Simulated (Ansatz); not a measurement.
**Mechanical response of CaO (Fm-3m)**

```yaml
crystal:
  lattice:
    - [0.00000, 2.35395, 2.35395]
    - [2.35395, 0.00000, 2.35395]
    - [2.35395, 2.35395, 0.00000]
  atoms:
    - { symbol: Ca, position: [0.00000, 0.00000, 0.00000] }
    - { symbol: O, position: [0.50000, 0.50000, 0.50000] }
```

The conventional cell has a = 4.708 Å, b = 4.708 Å, c = 4.708 Å, α = 90.00°, β = 90.00°, γ = 90.00°. Ca (atom 1) has 6 O at 2.35 Å as nearest neighbours. Around O (atom 2) lie 6 Ca at 2.35 Å.

Level of theory, where no other is named: LDA, all-electron LAPW in Ansatz 0.2.0, scalar-relativistic. k mesh 8×8×8, fixed occupations, basis error target 0.5 meV/atom. The cell was relaxed by PAW under this functional, which moved its volume by -6 % from the database entry's.

The cell is cubic and carries a residual pressure of 0.03 GPa at this level. Each strain component that symmetry leaves independent is applied at ±0.003 and ±0.006, the ions relax wherever a strain frees them, and the stress (tension positive, GPa) is read. Shears are engineering strains, γ = 2ε.

```json
{"strain": "xx", "size": "-0.006", "σxx": "-1.6518", "σyy": "-0.4102", "σzz": "-0.4102", "σyz": "0.0000", "σxz": "0.0000", "σxy": "0.0000"}
{"strain": "xx", "size": "-0.003", "σxx": "-0.8238", "σyy": "-0.2172", "σzz": "-0.2172", "σyz": "0.0000", "σxz": "0.0000", "σxy": "0.0000"}
{"strain": "xx", "size": "+0.003", "σxx": "0.7405", "σyy": "0.1613", "σzz": "0.1613", "σyz": "0.0000", "σxz": "0.0000", "σxy": "0.0000"}
{"strain": "xx", "size": "+0.006", "σxx": "1.4787", "σyy": "0.3470", "σzz": "0.3470", "σyz": "0.0000", "σxz": "0.0000", "σxy": "0.0000"}
{"strain": "yz", "size": "-0.006", "σxx": "-0.0241", "σyy": "-0.0278", "σzz": "-0.0278", "σyz": "-0.4798", "σxz": "0.0000", "σxy": "0.0000"}
{"strain": "yz", "size": "-0.003", "σxx": "-0.0261", "σyy": "-0.0270", "σzz": "-0.0270", "σyz": "-0.2399", "σxz": "0.0000", "σxy": "0.0000"}
{"strain": "yz", "size": "+0.003", "σxx": "-0.0261", "σyy": "-0.0270", "σzz": "-0.0270", "σyz": "0.2399", "σxz": "0.0000", "σxy": "0.0000"}
{"strain": "yz", "size": "+0.006", "σxx": "-0.0241", "σyy": "-0.0278", "σzz": "-0.0278", "σyz": "0.4798", "σxz": "0.0000", "σxy": "0.0000"}
```

The slope is [8(σ(+δ) − σ(−δ)) − (σ(+2δ) − σ(−2δ))]/(12δ), and the program imposes the crystal's symmetry on the matrix.

Question: What are the independent elastic constants?

Answer: C11 = 260.7, C12 = 63.1, C44 = 80.0 GPa.

Question: Do they meet the Born conditions?

Answer: C11 − C12 = 197.6, C11 + 2C12 = 386.8 and C44 = 80.0 GPa must all be positive, so the crystal is elastically stable; that says nothing yet of its phonons.

Question: What moduli does a random aggregate of grains have?

Answer: B = (C11 + 2C12)/3 = 128.9 GPa. G_V = (C11 − C12 + 3C44)/5 = 87.5 and G_R = 5(C11 − C12)C44/(4C44 + 3(C11 − C12)) = 86.6, so G_H = 87.0 GPa. Then E = 9BG/(3B + G) = 213.1 GPa, ν = (3B − 2G)/(6B + 2G) = 0.225 and B/G = 1.48, on the brittle side of Pugh's 1.75 (a rule of thumb, made for metals; it doesn't predict ductility here).

Question: With the density of 3.570 g/cm³, how fast does sound travel, and what Debye temperature follows?

Answer: 

| direction | slow (m/s) | middle (m/s) | fast (m/s) |
| --- | --- | --- | --- |
| [100] | 4733 | 4733 | 8546 |
| [110] | 4733 | 5261 | 8231 |
| [111] | 5091 | 5091 | 8124 |

The mean of v⁻³ over directions and branches gives v_m = 5460 m/s and θ_D = (ħ/k_B) v_m (6π²n)^(1/3) = 691 K, n being atoms per volume. Young's modulus spans 199 to 236 GPa over directions, and the universal anisotropy index is 0.05.

Question: How far do the constants move if PAW replaces LAPW in the same cell?

Answer: 

```csv
constant,LAPW (GPa),PAW (GPa),difference
C11,260.7,260.2,-0.5
C12,63.1,63.1,0.0
C44,80.0,80.0,0.0
```

Known limits: the frozen-core PAW files of the compared runs were fitted under PBE, their cores solved anew for this functional.
